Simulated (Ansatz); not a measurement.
Relaxation of a generated cell, TiO2 built in the alpha-quartz structure type; 9 atoms in the cell, which starts as P3₁21 (No. 152), hP9; a = 5.242 Å, b = 5.242 Å, c = 5.767 Å, α = 90.00°, β = 90.00°, γ = 120.00°. These are r2SCAN (plane waves to 500 eV, PAW, scalar-relativistic; Ansatz, a first-principles code) values and carry that method's errors. Γ-centred k-mesh 5×5×4 on the run's cell (coarser than for final values), Fermi–Dirac smearing 0.05 eV. This is the first round of the run. 

The optimiser's lines from the output (shortened; P is positive under compression):

```
relax step   1: F+E_penalty+E_count = -10935.84905520 eV  Δ(F+E_penalty+E_count) = +0.000e0 eV  max|allowed force component| = 1.736e0 eV/Å  Δτ_max = 0.0000 Å  P = +29.037 GPa  Ω = 137.243 Å³  (9 SCF iters, dr2 threshold 1.00e-7 eV, accepted)
relax step   2: F+E_penalty+E_count = -10937.50698345 eV  Δ(F+E_penalty+E_count) = -1.658e0 eV  max|allowed force component| = 5.242e-1 eV/Å  Δτ_max = 0.0110 Å  P = +8.793 GPa  Ω = 152.142 Å³  (8 SCF iters, dr2 threshold 9.00e-7 eV, accepted)
relax step   3: F+E_penalty+E_count = -10937.74199101 eV  Δ(F+E_penalty+E_count) = -2.350e-1 eV  max|allowed force component| = 9.618e-2 eV/Å  Δτ_max = 0.0164 Å  P = +1.533 GPa  Ω = 159.390 Å³  (7 SCF iters, dr2 threshold 9.00e-7 eV, accepted)
relax step   4: F+E_penalty+E_count = -10937.75034653 eV  Δ(F+E_penalty+E_count) = -8.356e-3 eV  max|allowed force component| = 1.442e-2 eV/Å  Δτ_max = 0.0096 Å  P = -0.072 GPa  Ω = 161.707 Å³  (7 SCF iters, dr2 threshold 9.00e-7 eV, accepted)
relax step   5: F+E_penalty+E_count = -10937.75021817 eV  Δ(F+E_penalty+E_count) = +1.284e-4 eV  max|allowed force component| = 1.008e-2 eV/Å  Δτ_max = 0.0048 Å  P = -0.029 GPa  Ω = 161.963 Å³  (7 SCF iters, dr2 threshold 2.24e-8 eV, accepted)
relax step   6: F+E_penalty+E_count = -10937.75021132 eV  Δ(F+E_penalty+E_count) = +6.846e-6 eV  max|allowed force component| = 1.024e-2 eV/Å  Δτ_max = 0.0026 Å  P = +0.002 GPa  Ω = 162.033 Å³  (7 SCF iters, dr2 threshold 6.35e-9 eV, accepted)
relax step   7: F+E_penalty+E_count = -10937.75025158 eV  Δ(F+E_penalty+E_count) = -4.026e-5 eV  max|allowed force component| = 6.516e-4 eV/Å  Δτ_max = 0.0008 Å  P = +0.000 GPa  Ω = 161.990 Å³  (6 SCF iters, dr2 threshold 6.56e-9 eV, accepted)
relax step   8: F+E_penalty+E_count = -10937.76480253 eV  Δ(F+E_penalty+E_count) = -1.455e-2 eV  max|allowed force component| = 1.232e-3 eV/Å  Δτ_max = 0.0000 Å  P = -0.043 GPa  Ω = 161.990 Å³  stress off target by 4.71e-2 GPa  SCF on the basis re-selected at this cell (its energy is not comparable with the rows above)  (8 SCF iters)
relax step   9: F+E_penalty+E_count = -10937.76501287 eV  Δ(F+E_penalty+E_count) = -2.103e-4 eV  max|allowed force component| = 2.890e-4 eV/Å  Δτ_max = 0.0039 Å  P = -0.002 GPa  Ω = 161.678 Å³  (7 SCF iters, dr2 threshold 5.54e-9 eV, accepted)
relax step  10: F+E_penalty+E_count = -10937.76482532 eV  Δ(F+E_penalty+E_count) = +1.876e-4 eV  max|allowed force component| = 3.113e-4 eV/Å  Δτ_max = 0.0000 Å  P = -0.002 GPa  Ω = 161.678 Å³  stress off target by 1.71e-3 GPa  SCF on the basis re-selected at this cell (its energy is not comparable with the rows above)  (6 SCF iters)
```

From the first to the last row the energy changes by -0.21 eV/atom and the volume by +17.8 %. The last row is marked as not comparable with the walk above it, whose basis was carried along; it does compare with step 1, since both stand on a basis selected at the nominal cutoff for their own cell.

Later rounds, restarted from the end of this one on a renewed k-mesh, logged 2 more steps and released under 1 meV/atom more. The final structure after all rounds: P3₁21 (No. 152), hP9, AFLOW prototype A2B_hP9_152_c_a (as in SiO2); a = 5.5544 Å, b = 5.5544 Å, c = 6.0513 Å, α = 90.00°, β = 90.00°, γ = 120.00°. Between re-selections the logged energies stand on a plane-wave basis carried along with the cell. No spin polarisation in the result.

The run could not lose the symmetry of its start.

The first start was generated by placing the elements on the sites of a structure type. A measured structure of TiO2 has the same space group, P3₁21 (No. 152); the sites were not compared with it. Another known form has space group No. 61.
